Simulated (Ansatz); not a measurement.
In$_{2}$SbAs:
Space group R3m, hexagonal axes (No. 160); a = 4.412 Å, b = 4.412 Å, c = 21.647 Å, α = 90.00°, β = 90.00°, γ = 120.00°

```json
[
 {"atom": "In", "site": "3a", "symmetry": "3m", "x": "0.0000", "y": "0.0000", "z": "0.9951"},
 {"atom": "In", "site": "3a", "symmetry": "3m", "x": "0.0000", "y": "0.0000", "z": "0.5046"},
 {"atom": "Sb", "site": "3a", "symmetry": "3m", "x": "0.0000", "y": "0.0000", "z": "0.3757"},
 {"atom": "As", "site": "3a", "symmetry": "3m", "x": "0.0000", "y": "0.0000", "z": "0.8746"}
]
```
(The calculation used a cell of 4 atoms; values per cell refer to that cell.)

Relaxed at zero pressure with the program Ansatz at the LDA level (PAW).

Q: The volume is raised by 6 % and shape and atoms relax at that volume. What pressure results, and how do the axes share the change?

A: -2.6 GPa; a 2.0 %, b 2.0 %, c 1.9 %; the energy rises by 16 meV/atom.

Q: Give the new structure.

A: 
Space group R3m, hexagonal axes (No. 160); a = b = 4.500 Å, c = 22.059 Å, α = β = 90.00°, γ = 120.00°

```tsv
atom	site	symmetry	x	y	z
In	3a	3m	0.0000	0.0000	0.0047
In	3a	3m	0.0000	0.0000	0.4955
Sb	3a	3m	0.0000	0.0000	0.6247
As	3a	3m	0.0000	0.0000	0.1251
```

The phase is kept; no other phase was compared at this pressure.

The first step of the workflow began from a Materials Project structure, measured or hypothetical; the Crystallography Open Database copy checked does not list it. Whether it is the stable phase at ambient conditions was not checked. The cell was relaxed with LDA under the symmetry of its start; of distortions, only those at the zone centre were tested. Spin–orbit coupling is left out wherever it is not named.

Potentials: the later of the program's two PAW sets.
